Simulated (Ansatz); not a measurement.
## Does this entry for CdSeO3 lie near equilibrium?

The cell is a Materials Project structure (computed, not necessarily an observed phase), taken as it stands.

```cif
data_CdSeO3
_symmetry_space_group_name_H-M 'P2_1/c'
_symmetry_Int_Tables_number 14
_cell_length_a 5.7601
_cell_length_b 12.9340
_cell_length_c 8.6620
_cell_angle_alpha 90.000
_cell_angle_beta 101.448
_cell_angle_gamma 90.000
loop_
_atom_site_label
_atom_site_type_symbol
_atom_site_symmetry_multiplicity
_atom_site_Wyckoff_symbol
_atom_site_fract_x
_atom_site_fract_y
_atom_site_fract_z
Cd1 Cd 4 e 0.6218 0.7551 0.1485
Cd2 Cd 4 e 0.1836 0.5770 0.8885
Se9 Se 4 e 0.4168 0.9746 0.7675
Se10 Se 4 e 0.9723 0.3315 0.5192
O17 O 4 e 0.0323 0.3500 0.3358
O18 O 4 e 0.7586 0.2373 0.4952
O19 O 4 e 0.1588 0.9810 0.6332
O22 O 4 e 0.5384 0.4046 0.2747
O24 O 4 e 0.5975 0.5783 0.1525
O26 O 4 e 0.7742 0.7620 0.9144
```

One atom of each set is listed.

The numbers come from a DFT calculation in Ansatz (PBE, plane waves and PAW, scalar-relativistic, 420 eV cutoff, Γ-centred 4×2×3 k-points, Fermi–Dirac smearing 0.02 eV).

(1) Do the atoms and the cell lie near the calculated equilibrium?

Results:

(1) Not quite. The largest force is 0.51 eV/Å, on atom 9 (Se: 3 O at 1.70–1.72 Å), and the pressure is 3.8 GPa. Relaxing the atoms is still advisable, since electric field gradients respond to shifts of a few hundredths of an ångström.
